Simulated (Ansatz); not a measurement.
## Thermal properties of Ag from its phonons at 0.98 times its equilibrium volume

Level of theory: DFT PBEsol, scalar-relativistic, plane waves, PAW (Ansatz 0.2.0). Settings: 420 eV plane-wave cutoff, Γ-centred 20×20×20 mesh, Fermi-Dirac smearing of 0.15 eV. No spin polarisation. Phonons by linear response, acoustic sum rule imposed.

The cell, relaxed in shape and atoms at 0.98 times its equilibrium volume:
```
Ag
1.0
     0.00000    2.01360    2.01360
     2.01360    0.00000    2.01360
     2.01360    2.01360    0.00000
Ag
1
Cartesian
  0.0000 0.0000 0.0000
```

In a metal, frequencies and elastic constants depend on the k mesh and the smearing, soft modes and shear constants most. The q mesh is coarse, so values between its points are rough.

Force constants from linear response on a 2×2×2 q mesh, interpolated to a fine mesh.

Phonon density of states, in bins of 5 cm⁻¹:
| bin centre (cm⁻¹) | share of modes (%) |
| --- | --- |
| 2.5 | 0.0 |
| 7.5 | 0.0 |
| 12.5 | 0.0 |
| 17.5 | 0.1 |
| 22.5 | 0.1 |
| 27.5 | 0.2 |
| 32.5 | 0.3 |
| 37.5 | 0.4 |
| 42.5 | 0.6 |
| 47.5 | 0.7 |
| 52.5 | 0.9 |
| 57.5 | 1.2 |
| 62.5 | 1.4 |
| 67.5 | 1.8 |
| 72.5 | 2.2 |
| 77.5 | 2.9 |
| 82.5 | 4.1 |
| 87.5 | 4.5 |
| 92.5 | 4.7 |
| 97.5 | 4.8 |
| 102.5 | 5.0 |
| 107.5 | 5.2 |
| 112.5 | 5.3 |
| 117.5 | 5.4 |
| 122.5 | 4.5 |
| 127.5 | 3.1 |
| 132.5 | 3.1 |
| 137.5 | 3.1 |
| 142.5 | 2.9 |
| 147.5 | 2.8 |
| 152.5 | 2.5 |
| 157.5 | 1.8 |
| 162.5 | 4.2 |
| 167.5 | 6.3 |
| 172.5 | 6.9 |
| 177.5 | 4.0 |
| 182.5 | 2.2 |
| 187.5 | 0.5 |

Problem. How much zero-point energy does an atom carry?

Solution. 22.6 meV.

Problem. How large are the vibrational entropy and heat capacity at 300 K?

Solution. S = 4.83 k_B and C_V = 2.91 k_B per atom, 97 % of the Dulong–Petit value.

Problem. Tabulate them against temperature.

Solution.
| T (K) | F_vib (meV/atom) | S (k_B/atom) | C_V (k_B/atom) |
| --- | --- | --- | --- |
| 100 | 16.5 | 1.87 | 2.31 |
| 200 | -8.0 | 3.67 | 2.80 |
| 300 | -45.0 | 4.83 | 2.91 |
| 400 | -90.4 | 5.67 | 2.95 |
| 500 | -142.2 | 6.33 | 2.97 |
| 600 | -199.2 | 6.88 | 2.98 |
| 700 | -260.5 | 7.34 | 2.98 |
| 800 | -325.5 | 7.73 | 2.99 |
| 900 | -393.7 | 8.09 | 2.99 |
| 1000 | -464.7 | 8.40 | 2.99 |

Cost: 1 run of about 1.3 core-minutes, on Arm Neoverse V2 (shared hosts).